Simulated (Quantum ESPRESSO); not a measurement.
Li$_{3}$Ta$_{3}$SnMo (simulated cell), LiHfZr$_{4}$ScW (simulated cell), LiMg$_{3}$Ag$_{3}$Ru (simulated cell) (calculated)

Computed with Quantum ESPRESSO 7.5. Calculation on a made-up metal alloy cell, not a measurement, run again with a planted mistake, found by running each candidate: no spin or spin-orbit, unrelaxed, 2900 K smearing, stress positive in tension, cell energy less the intended atoms' offsets; periodic Kohn-Sham density functional theory in plane waves with PseudoDojo standard norm-conserving scalar-relativistic pseudopotentials, each functional with its own files (v0.5 for PBE, v0.4.1 for LDA and PBEsol), eight atoms on drawn sites of a strained close-packed or body-centred lattice, each displaced and held fixed; the energy is the cell's free energy, ions and the entropy term -TS included, at the stated Fermi-Dirac width, less a fixed offset for each atom's element (shifted free energy); compositions with an open d shell lost a parallel starting moment in a cheaper test run, and other magnetic orders were not tried; an error bar is the largest change of its kind in a tighter rerun, never given below 0.002 eV, 0.02 GPa or 0.003 eV/angstrom, and covers cutoff and k-mesh only, not smearing or the files.

Settings shared by all entries: intended functional pbe; fermi dirac smearing 0.25 eV; intended electrons removed 0; structure shown the intended cell.

Notes on all entries: a spin test at this wide smearing found no moment, but such smearing suppresses magnetism that the real alloy may have; another functional or element uses other pseudopotential files, so its energy jump is mostly a change of zero; lattice, volume and sites are drawn at random and may be unstable or far from any real phase; energies are for the whole cell, less offsets fitted to these runs, so they are not formation energies.

(1) Li$_{3}$Ta$_{3}$SnMo (simulated cell)

```xyz
8
Lattice="-2.1164 -4.2327 -2.1164 -4.2327 2.1164 2.1164 0.0000 4.2327 -4.2327" Properties=species:S:1:pos:R:3 Li3Ta3SnMo
Li    -0.0802    -0.0975     0.0236
Ta     0.0453     2.1468    -2.2014
Li    -2.3017     2.0961    -0.1034
Sn    -1.9896     4.2317    -2.1025
Ta    -2.0746     0.1173    -2.1768
Mo    -2.0599     2.1105    -4.2502
Li    -4.2324     0.1114    -0.0510
Ta    -4.2803     2.1761    -2.1419
```

* lattice type: face-centred cubic
* cutoff: 1088 eV
* healthy entropy term negative ts: -1.482 eV
* healthy pressure: -6.52 GPa
* healthy stress xx: 5.43 GPa
* healthy stress yy: 7.29 GPa
* healthy stress zz: 6.84 GPa
* healthy stress yz: 0.38 GPa
* healthy stress xz: -1.18 GPa
* healthy stress xy: 0.52 GPa
* faulty entropy term negative ts: -1.405 eV
* faulty pressure: -2.16 GPa
* faulty stress xx: 0.83 GPa
* faulty stress yy: 2.83 GPa
* faulty stress zz: 2.81 GPa
* faulty stress yz: -0.02 GPa
* faulty stress xz: -1.13 GPa
* faulty stress xy: 0.43 GPa
* candidate first exchanged site: 4
* candidate second exchanged site: 5
* candidate length scale change: -1.65 percent
* candidate functional: lda
* candidate wrong element site: 2
* candidate wrong element: Hf
* candidate misplaced site: 1
* candidate misplaced along: z
* candidate misplaced by: -0.09 Å
* k mesh: 5 x 5 x 4 shifted half a step off Gamma on each axis
* healthy shifted free energy: 0.369 eV
* faulty shifted free energy: 0.165 eV
* fault kind: cell scaled (length scale change -1.65 percent)

Atoms:
```
atoms element  atom site  atom energy offset (eV)
           Li          1                  -195.67
           Ta          2                 -1771.44
           Li          3                  -195.67
           Sn          4                 -2144.16
           Ta          5                 -1771.44
           Mo          6                 -1911.95
           Li          7                  -195.67
           Ta          8                 -1771.44
```

Healthy forces:
```
site  x (eV/Å)  y (eV/Å)  z (eV/Å)
   1     0.189     0.412    -0.295
   2    -0.768     0.277     0.087
   3     0.581     0.011     0.523
   4    -0.752    -0.028    -0.598
   5     0.503    -0.624    -0.424
   6      0.19    -0.312     0.879
   7     0.059    -0.187     0.207
   8    -0.001      0.45     -0.38
```

Faulty forces:
```
site  x (eV/Å)  y (eV/Å)  z (eV/Å)
   1     0.241     0.468    -0.363
   2    -0.655      0.22     0.377
   3      0.63    -0.008     0.631
   4    -0.962     0.053     -0.87
   5     0.462    -0.848    -0.029
   6     0.087    -0.149     0.584
   7     0.089    -0.217     0.245
   8     0.107     0.481    -0.574
```

Candidate mistake: atoms exchanged, cell scaled, wrong functional, wrong element, atom misplaced

Notes: the tin pseudopotential is less sure than most, with forces differing by about three percent from a second method on plain tin; heavy elements are run without spin-orbit coupling, which real alloys of them have; error bars of the healthy run: energy 0.0043 eV, stress 0.041 GPa, force 0.0065 eV/Å, from a tighter rerun of this or a related cell; largest difference from healthy 112 error bars; largest difference from nearest other mistake 113 error bars.

(2) Li$_{3}$Ta$_{3}$SnMo (simulated cell)

Structure as in entry 1.

* lattice type: face-centred cubic
* cutoff: 1088 eV
* healthy entropy term negative ts: -1.482 eV
* healthy pressure: -6.52 GPa
* healthy stress xx: 5.43 GPa
* healthy stress yy: 7.29 GPa
* healthy stress zz: 6.84 GPa
* healthy stress yz: 0.38 GPa
* healthy stress xz: -1.18 GPa
* healthy stress xy: 0.52 GPa
* faulty entropy term negative ts: -1.504 eV
* faulty pressure: -12.64 GPa
* faulty stress xx: 11.72 GPa
* faulty stress yy: 13.68 GPa
* faulty stress zz: 12.52 GPa
* faulty stress yz: 0.81 GPa
* faulty stress xz: -1.43 GPa
* faulty stress xy: 0.65 GPa
* candidate first exchanged site: 4
* candidate second exchanged site: 5
* candidate length scale change: -1.65 percent
* candidate functional: lda
* candidate wrong element site: 2
* candidate wrong element: Hf
* candidate misplaced site: 1
* candidate misplaced along: z
* candidate misplaced by: -0.09 Å
* k mesh: 5 x 5 x 4 shifted half a step off Gamma on each axis
* healthy shifted free energy: 0.369 eV
* faulty shifted free energy: 7.057 eV
* fault kind: wrong functional (functional lda)

Atoms:
```
atoms element  atom site  atom energy offset (eV)
           Li          1                  -195.67
           Ta          2                 -1771.44
           Li          3                  -195.67
           Sn          4                 -2144.16
           Ta          5                 -1771.44
           Mo          6                 -1911.95
           Li          7                  -195.67
           Ta          8                 -1771.44
```

Healthy forces:
```
site  x (eV/Å)  y (eV/Å)  z (eV/Å)
   1     0.189     0.412    -0.295
   2    -0.768     0.277     0.087
   3     0.581     0.011     0.523
   4    -0.752    -0.028    -0.598
   5     0.503    -0.624    -0.424
   6      0.19    -0.312     0.879
   7     0.059    -0.187     0.207
   8    -0.001      0.45     -0.38
```

Faulty forces:
```
site  x (eV/Å)  y (eV/Å)  z (eV/Å)
   1     0.144     0.369    -0.223
   2    -0.911     0.364    -0.206
   3     0.561     0.029      0.44
   4    -0.572    -0.119    -0.354
   5      0.57    -0.435    -0.838
   6     0.303    -0.479     1.209
   7     0.038    -0.174      0.19
   8    -0.134     0.445    -0.217
```

Candidate mistake: atoms exchanged, cell scaled, wrong functional, wrong element, atom misplaced

Notes: the tin pseudopotential is less sure than most, with forces differing by about three percent from a second method on plain tin; heavy elements are run without spin-orbit coupling, which real alloys of them have; error bars of the healthy run: energy 0.0043 eV, stress 0.041 GPa, force 0.0065 eV/Å, from a tighter rerun of this or a related cell; largest difference from healthy 1546 error bars; largest difference from nearest other mistake 1549 error bars.

(3) LiHfZr$_{4}$ScW (simulated cell)

```xyz
8
Lattice="-0.0032 -0.0860 -5.1310 0.0558 5.6230 0.0923 6.3041 0.0644 0.0040" Properties=species:S:1:pos:R:3 LiHfZr4ScW
Hf    -0.0140     0.0253    -0.0086
Zr     3.1153     0.1005     0.0109
W      1.6024     2.8293     0.0254
Zr     4.7436     2.8366    -0.0122
Zr     0.0075     1.8169    -2.5155
Sc     3.1757     1.8304    -2.5714
Zr     1.6496     4.6189    -2.4500
Li     4.7778     4.6512    -2.4913
```

* lattice type: hexagonal close-packed
* cutoff: 1116 eV
* healthy entropy term negative ts: -2.189 eV
* healthy pressure: -4.68 GPa
* healthy stress xx: 4.22 GPa
* healthy stress yy: 6.18 GPa
* healthy stress zz: 3.66 GPa
* healthy stress yz: 0.34 GPa
* healthy stress xz: 0.11 GPa
* healthy stress xy: 0.13 GPa
* faulty entropy term negative ts: -2.084 eV
* faulty pressure: -4.49 GPa
* faulty stress xx: 4.95 GPa
* faulty stress yy: 5.94 GPa
* faulty stress zz: 2.59 GPa
* faulty stress yz: 0.85 GPa
* faulty stress xz: 0.16 GPa
* faulty stress xy: 0.41 GPa
* candidate first exchanged site: 7
* candidate second exchanged site: 8
* candidate length scale change: 1.75 percent
* candidate functional: pbesol
* candidate wrong element site: 7
* candidate wrong element: Nb
* candidate misplaced site: 6
* candidate misplaced along: y
* candidate misplaced by: -0.07 Å
* k mesh: 5 x 4 x 4 shifted half a step off Gamma on each axis
* healthy shifted free energy: 1.033 eV
* faulty shifted free energy: 1.225 eV
* fault kind: atoms exchanged (first exchanged site 7, second exchanged site 8)

Atoms:
```
atoms element  atom site  atom energy offset (eV)
           Hf          1                 -1535.13
           Zr          2                 -1377.61
            W          3                 -2063.48
           Zr          4                 -1377.61
           Zr          5                 -1377.61
           Sc          6                 -1317.21
           Zr          7                 -1377.61
           Li          8                  -195.67
```

Healthy forces:
```
site  x (eV/Å)  y (eV/Å)  z (eV/Å)
   1     0.436    -0.169     0.151
   2    -0.341    -0.149    -0.051
   3    -0.348     0.128      0.02
   4    -0.026     0.617     0.117
   5     0.805     0.152    -0.278
   6    -0.318     0.303      0.04
   7    -0.267    -1.043     0.027
   8     0.061     0.162    -0.027
```

Faulty forces:
```
site  x (eV/Å)  y (eV/Å)  z (eV/Å)
   1     0.433    -0.349     0.132
   2    -0.373    -0.309    -0.067
   3    -0.347    -0.532     0.027
   4     -0.01     0.458     0.295
   5     0.949      0.41    -0.318
   6     -0.75     0.576     0.002
   7    -0.085      -0.2    -0.043
   8     0.183    -0.054    -0.028
```

Candidate mistake: atoms exchanged, cell scaled, wrong functional, wrong element, atom misplaced

Notes: heavy elements are run without spin-orbit coupling, which real alloys of them have; error bars of the healthy run: energy 0.0023 eV, stress 0.021 GPa, force 0.003 eV/Å, from a tighter rerun of this or a related cell; largest difference from healthy 281 error bars; largest difference from nearest other mistake 259 error bars.

(4) LiHfZr$_{4}$ScW (simulated cell)

Structure as in entry 3.

- lattice type: hexagonal close-packed
- cutoff: 1116 eV
- healthy entropy term negative ts: -2.189 eV
- healthy pressure: -4.68 GPa
- healthy stress xx: 4.22 GPa
- healthy stress yy: 6.18 GPa
- healthy stress zz: 3.66 GPa
- healthy stress yz: 0.34 GPa
- healthy stress xz: 0.11 GPa
- healthy stress xy: 0.13 GPa
- faulty entropy term negative ts: -2.238 eV
- faulty pressure: -7.55 GPa
- faulty stress xx: 6.43 GPa
- faulty stress yy: 9.3 GPa
- faulty stress zz: 6.92 GPa
- faulty stress yz: 0.05 GPa
- faulty stress xz: 0.04 GPa
- faulty stress xy: 0.01 GPa
- candidate first exchanged site: 7
- candidate second exchanged site: 8
- candidate length scale change: 1.75 percent
- candidate functional: pbesol
- candidate wrong element site: 7
- candidate wrong element: Nb
- candidate misplaced site: 6
- candidate misplaced along: y
- candidate misplaced by: -0.07 Å
- k mesh: 5 x 4 x 4 shifted half a step off Gamma on each axis
- healthy shifted free energy: 1.033 eV
- faulty shifted free energy: -315.736 eV
- fault kind: wrong element (wrong element site 7, wrong element Nb)

Atoms:
```
atoms element  atom site  atom energy offset (eV)
           Hf          1                 -1535.13
           Zr          2                 -1377.61
            W          3                 -2063.48
           Zr          4                 -1377.61
           Zr          5                 -1377.61
           Sc          6                 -1317.21
           Zr          7                 -1377.61
           Li          8                  -195.67
```

Healthy forces:
```
site  x (eV/Å)  y (eV/Å)  z (eV/Å)
   1     0.436    -0.169     0.151
   2    -0.341    -0.149    -0.051
   3    -0.348     0.128      0.02
   4    -0.026     0.617     0.117
   5     0.805     0.152    -0.278
   6    -0.318     0.303      0.04
   7    -0.267    -1.043     0.027
   8     0.061     0.162    -0.027
```

Faulty forces:
```
site  x (eV/Å)  y (eV/Å)  z (eV/Å)
   1      0.83    -0.314     0.173
   2    -0.721    -0.275    -0.022
   3     -0.37     0.512    -0.141
   4     -0.02     0.522     0.113
   5      1.11     0.103    -0.321
   6    -0.545       0.3     0.047
   7    -0.319        -1     0.182
   8     0.035     0.152    -0.029
```

Candidate mistake: atoms exchanged, cell scaled, wrong functional, wrong element, atom misplaced

Notes: heavy elements are run without spin-orbit coupling, which real alloys of them have; error bars of the healthy run: energy 0.0023 eV, stress 0.021 GPa, force 0.003 eV/Å, from a tighter rerun of this or a related cell; largest difference from healthy 137393 error bars; largest difference from nearest other mistake 137406 error bars.

(5) LiMg$_{3}$Ag$_{3}$Ru (simulated cell)

```xyz
8
Lattice="2.9781 -0.0184 -0.0130 -0.0319 5.3057 0.0263 -0.0411 0.0480 9.4476" Properties=species:S:1:pos:R:3 LiMg3Ag3Ru
Li    -0.0073     0.0951     0.0984
Mg     0.0360     0.1058     4.6507
Ag    -0.1035     1.6524     2.4814
Mg    -0.1259     1.9137     7.1600
Ag     1.5529     2.6367     0.0764
Ru     1.4601     2.6515     4.5547
Ag     1.5738     4.4587     2.3898
Mg     1.5397     4.3830     7.1380
```

- lattice type: hexagonal close-packed
- cutoff: 1143 eV
- healthy entropy term negative ts: -0.93 eV
- healthy pressure: -1.76 GPa
- healthy stress xx: 2.07 GPa
- healthy stress yy: 2.41 GPa
- healthy stress zz: 0.81 GPa
- healthy stress yz: 0.56 GPa
- healthy stress xz: 0.05 GPa
- healthy stress xy: -0.15 GPa
- faulty entropy term negative ts: -0.949 eV
- faulty pressure: -2.42 GPa
- faulty stress xx: 2.7 GPa
- faulty stress yy: 2.2 GPa
- faulty stress zz: 2.36 GPa
- faulty stress yz: 0.37 GPa
- faulty stress xz: -0.11 GPa
- faulty stress xy: -0.18 GPa
- candidate first exchanged site: 2
- candidate second exchanged site: 3
- candidate length scale change: -1.58 percent
- candidate functional: pbesol
- candidate wrong element site: 4
- candidate wrong element: Al
- candidate misplaced site: 2
- candidate misplaced along: z
- candidate misplaced by: -0.1 Å
- k mesh: 8 x 5 x 3 shifted half a step off Gamma on each axis
- healthy shifted free energy: -1.117 eV
- faulty shifted free energy: -1.211 eV
- fault kind: atoms exchanged (first exchanged site 2, second exchanged site 3)

Atoms:
```
atoms element  atom site  atom energy offset (eV)
           Li          1                  -195.67
           Mg          2                 -1616.19
           Ag          3                 -4218.03
           Mg          4                 -1616.19
           Ag          5                 -4218.03
           Ru          6                 -2750.51
           Ag          7                 -4218.03
           Mg          8                 -1616.19
```

Healthy forces:
```
site  x (eV/Å)  y (eV/Å)  z (eV/Å)
   1     0.137    -0.064     0.166
   2     0.089    -0.318     0.094
   3     0.293     0.516     -0.78
   4      0.27    -0.372    -0.664
   5    -0.168     0.087    -0.031
   6    -0.085       0.4     1.628
   7    -0.255    -0.432      -0.2
   8    -0.281     0.182    -0.212
```

Faulty forces:
```
site  x (eV/Å)  y (eV/Å)  z (eV/Å)
   1     0.145    -0.204    -0.003
   2     0.067    -0.383      0.76
   3     0.235     0.676    -0.268
   4     0.293    -0.511    -0.776
   5    -0.168     0.099     0.014
   6    -0.051      0.29     1.214
   7     -0.25    -0.362    -0.262
   8    -0.271     0.395    -0.679
```

Candidate mistake: atoms exchanged, cell scaled, wrong functional, wrong element, atom misplaced

Notes: error bars of the healthy run: energy 0.0031 eV, stress 0.075 GPa, force 0.013 eV/Å, from a tighter rerun of this or a related cell; largest difference from healthy 53 error bars; largest difference from nearest other mistake 56 error bars.
